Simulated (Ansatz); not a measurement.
The cell of MgCd₂Te₃ is invented: random cell by space group and Wyckoff sites (Immm, No. 71). The dimensions are guesses.

```cif
data_structure
_symmetry_space_group_name_H-M 'Immm'
_symmetry_Int_Tables_number 71
_cell_length_a 7.0575
_cell_length_b 7.4385
_cell_length_c 7.8083
_cell_angle_alpha 90.000
_cell_angle_beta 90.000
_cell_angle_gamma 90.000
_cell_volume 409.91
loop_
_atom_site_label
_atom_site_type_symbol
_atom_site_symmetry_multiplicity
_atom_site_Wyckoff_symbol
_atom_site_fract_x
_atom_site_fract_y
_atom_site_fract_z
_atom_site_occupancy
Mg1 Mg 2 c 0.00000 0.00000 0.50000 1
Cd1 Cd 4 f 0.34957 0.00000 0.50000 1
Te1 Te 4 j 0.00000 0.50000 0.19579 1
Te2 Te 2 a 0.00000 0.00000 0.00000 1
```

Theory: Ansatz 0.2.0, DFT PBE, scalar-relativistic, plane waves, PAW. Cutoff 420 eV, Gaussian smearing, Γ-centred meshes. Cell and atoms relax first on a coarse mesh and then on a finer one. In between, the cell is made exact in the group found at 0.06 Å. In metals the finer mesh still leaves noise of several meV/atom or more. The steps can't lower the symmetry of their start. No spin polarisation.

A guess keeps its type if space group and coordination stay and the shape of the cell changes little (axis ratios within about 15 %, angles within 6°); the volume may change.

Problem. Will the relaxed cell still be of the starting type?

Solution. It doesn't keep its type. The symmetry stays Immm (No. 71). The volume per atom shrinks by 4.0 %, from 34.2 to 32.8 Å³. The shortest distance goes from 1.86 Å (Cd–Te) to 2.87 Å (Mg–Te). Counting neighbours within 15 % of an atom's shortest distance, the start has Cd 3, Mg 2, Te 2/14 and the end Cd 3, Mg 6, Te 2/4. In detail, at the end Mg is surrounded by 4 Te at 2.87 Å and 2 Cd at 2.89 Å; around Cd lie 1 Mg at 2.89 Å, 2 Te at 2.97 Å and 2 Te at 3.34 Å; Te on a site of symmetry m2m is surrounded by 2 Mg at 2.87 Å, 1 Te at 3.34 Å, 2 Cd at 3.34 Å and 2 Te at 3.63 Å; 1 more site not described.

Space group Immm (No. 71). a = 4.657 Å, b = 8.913 Å, c = 9.480 Å, α = 90.00°, β = 90.00°, γ = 90.00°
| atom | site | symmetry | x | y | z |
| --- | --- | --- | --- | --- | --- |
| Mg | 2d | mmm | 0.5000 | 0.0000 | 0.5000 |
| Cd | 4j | mm2 | 0.5000 | 0.0000 | 0.8048 |
| Te | 4h | m2m | 0.0000 | 0.8126 | 0.5000 |
| Te | 2a | mmm | 0.0000 | 0.0000 | 0.0000 |

The zero of energy is the elements' standard structures at the same level; no fitted shifts are applied.

Problem. At what energy does it end?

Solution. −0.02 eV/atom. The formation energy is too near zero to say whether this cell lies below the elements.

The last run used a 10×10×10 mesh for its 6-atom cell and Gaussian smearing of 0.10 eV. For metals, differences of a few meV/atom aren't resolved. Spin–orbit coupling, which can matter for Te, is left out. The reference form of Te is held partly by dispersion forces, which this level lacks. Symmetry constrained the relaxation, so the result can be a saddle point.

In counts of neighbours, a slash parts the counts of unlike sites.
